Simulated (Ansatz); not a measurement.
CuSe$_{2}$:
```yaml
crystal:
  lattice:
    - [5.03201, 0.00000, 0.00000]
    - [0.00000, 6.18655, 0.00000]
    - [0.00000, 0.00000, 3.76812]
  atoms:
    - { symbol: Cu, position: [0.00000, 0.00000, 0.00000] }
    - { symbol: Cu, position: [0.50000, 0.50000, 0.50000] }
    - { symbol: Se, position: [0.18530, 0.38609, 0.00000] }
    - { symbol: Se, position: [0.81470, 0.61391, 0.00000] }
    - { symbol: Se, position: [0.68530, 0.11391, 0.50000] }
    - { symbol: Se, position: [0.31470, 0.88609, 0.50000] }
```

Relaxed with r²SCAN. Special points in fractions of this cell's reciprocal vectors: Γ (0.000, 0.000, 0.000); X (0.500, 0.000, 0.000); S (0.500, 0.500, 0.000); Y (0.000, 0.500, 0.000); Z (0.000, 0.000, 0.500); U (0.500, 0.000, 0.500); R (0.500, 0.500, 0.500); T (0.000, 0.500, 0.500).

**Question.** List the band energies nearest the Fermi level at these points for the program Ansatz at the r²SCAN level (PAW).

**Answer.** In eV from the Fermi level; about four levels below and three above (degenerate sets whole), none deeper than 8.9 eV; points with the same levels are listed once.

```json
[
 {"k": "Γ", "below": "-2.66 -2.56 -1.83 -1.63", "above": "0.82 0.84 1.11"},
 {"k": "X", "below": "-1.29 -1.29 -0.29 -0.29", "above": "0.03 0.03 1.59 1.59"},
 {"k": "S", "below": "-1.10 -1.10 -0.70 -0.70", "above": "2.50 2.50 4.54 4.54"},
 {"k": "Y", "below": "-2.28 -2.28 -1.09 -1.09", "above": "0.99 0.99 1.45 1.45"},
 {"k": "Z", "below": "-1.30 -1.30 -0.86 -0.86", "above": "1.70 1.70 3.80 3.80"},
 {"k": "U", "below": "-2.57 -2.57 -1.54 -1.54", "above": "0.92 0.92 2.28 2.28"},
 {"k": "R", "below": "-0.57 -0.57 -0.04 -0.04", "above": "1.40 1.40 5.03 5.03"},
 {"k": "T", "below": "-2.12 -2.12 -0.61 -0.61", "above": "2.24 2.24 4.09 4.09"}
]
```

Space group Pnnm. The workflow started from a Materials Project entry (that database holds measured and hypothetical structures alike); the Crystallography Open Database files this formula in space group No. 58, but the cells were not matched. Its standing as an ambient phase is unchecked. The cell was relaxed with r²SCAN under the symmetry of its start; whether a distortion lowers the energy is not shown. No spin polarisation was allowed. Scalar-relativistic: spin–orbit coupling is off unless named, which matters more the heavier the elements.

Potentials: the earlier of the program's two PAW sets.
